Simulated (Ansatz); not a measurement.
Clean, relaxed (001) surface of TiAl, space group P4/mmm (No. 123) (top face towards +c; atoms held fixed, by place in the list: 1, 2, 3, 4, 5, 6, 7, 8):

```
CELL_PARAMETERS angstrom
5.62112 0.00000 0.00000
0.00000 5.62112 0.00000
0.00000 0.00000 23.09750
ATOMIC_POSITIONS crystal
Al 0.25000 0.25000 0.36801
Al 0.25000 0.75000 0.36801
Al 0.75000 0.25000 0.36801
Al 0.75000 0.75000 0.36801
Ti 0.00000 0.00000 0.45600
Ti 0.00000 0.50000 0.45600
Ti 0.50000 0.00000 0.45600
Ti 0.50000 0.50000 0.45600
Al 0.25000 0.25000 0.54512
Al 0.25000 0.75000 0.54512
Al 0.75000 0.25000 0.54512
Al 0.75000 0.75000 0.54512
Ti 0.00000 0.00000 0.62905
Ti 0.00000 0.50000 0.62905
Ti 0.50000 0.00000 0.62905
Ti 0.50000 0.50000 0.62905
```

These are results of Ansatz, DFT r2SCAN, scalar-relativistic, plane waves, PAW, not measurements. Plane waves to 500 eV, a k mesh through Γ of 5×5×1 on the computed 16-atom cell and Gaussian smearing (0.10 eV); no spin polarisation. The cell repeats along c with a dipole correction in the vacuum.

The adsorption energy is E(slab + adsorbate) − E(slab) − E(free adsorbate, spin-polarised where open-shell). With the adsorbate the cell is lengthened along c to keep the vacuum.

**Question.** O (atom) is put at the bridge (Ti-Ti) at (0.00, 0.25) site, one adsorbate per 31.6 Å². What structure does it relax to?

**Answer.** E_ads = -8.15 eV. Contacts: O–Ti 1.84 Å, O–Ti 1.84 Å.

```
CELL_PARAMETERS angstrom
5.62112 0.00000 0.00000
0.00000 5.62112 0.00000
0.00000 0.00000 25.09750
ATOMIC_POSITIONS crystal
Al 0.25000 0.25000 0.33868
Al 0.25000 0.75000 0.33868
Al 0.75000 0.25000 0.33868
Al 0.75000 0.75000 0.33868
Ti 0.00000 0.00000 0.41966
Ti 0.00000 0.50000 0.41966
Ti 0.50000 0.00000 0.41966
Ti 0.50000 0.50000 0.41966
Al 0.25063 0.25000 0.50195
Al 0.24836 0.75000 0.49984
Al 0.74937 0.25000 0.50195
Al 0.75164 0.75000 0.49984
Ti 0.00000 0.00661 0.58244
Ti 0.00000 0.49339 0.58244
Ti 0.50000 0.98382 0.57678
Ti 0.50000 0.51618 0.57678
O 0.00000 0.25000 0.63125
```

Each end is the local minimum or symmetric point that its start leads to. The slab is only 6.1 Å thick, so the energies aren't converged with thickness.

Spin polarisation was left out, and a magnetic state may lie lower.

Cost: 3 runs of about 32 core-minutes in all, on AMD EPYC 7B13 (Zen 3) (shared hosts).